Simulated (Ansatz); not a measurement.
Values for one crystal, relaxed and computed with r²SCAN (plane waves, PAW; program Ansatz); other levels are named.

| Property | Value |
|---|---|
| Volume per atom | 18.39 Å³ |
| Electronic character | metallic (no gap) |
| Bulk modulus (Birch–Murnaghan fit) | 130 GPa |
| Formation energy from the elements (no fitted shifts) | -0.011 eV/atom |
| Gap with spin–orbit coupling | none (metallic) |
| Density of states at the Fermi level | 0.29 states/eV per atom (mean over ±0.08 eV) |
| Pressure derivative B′ | 6.1 |

Question: Which compound is it?
(A) BaAu2, P6/mmm (Ba on 1a, Au on 2d)
(B) SnAu5, R32 (Sn on 3a, Au on 6c, Au on 9e)
(C) Pb2Au, I4/mcm (Pb on 8h, Au on 4a)
(D) EuSn3, Cu3Au type

Answer: B, SnAu5, R32 (Sn on 3a, Au on 6c, Au on 9e)

The workflow started from a Materials Project entry (that database holds measured and hypothetical structures alike); the Crystallography Open Database files this formula in space group No. 155, but the cells were not matched. Its standing as an ambient phase is unchecked. The cell was relaxed with r²SCAN under the symmetry of its start; whether a distortion lowers the energy is not shown. The references are the lowest solids computed at this level, not always the standard phases. Spin–orbit coupling is left out wherever it is not named.

Potentials: the later of the program's two PAW sets.
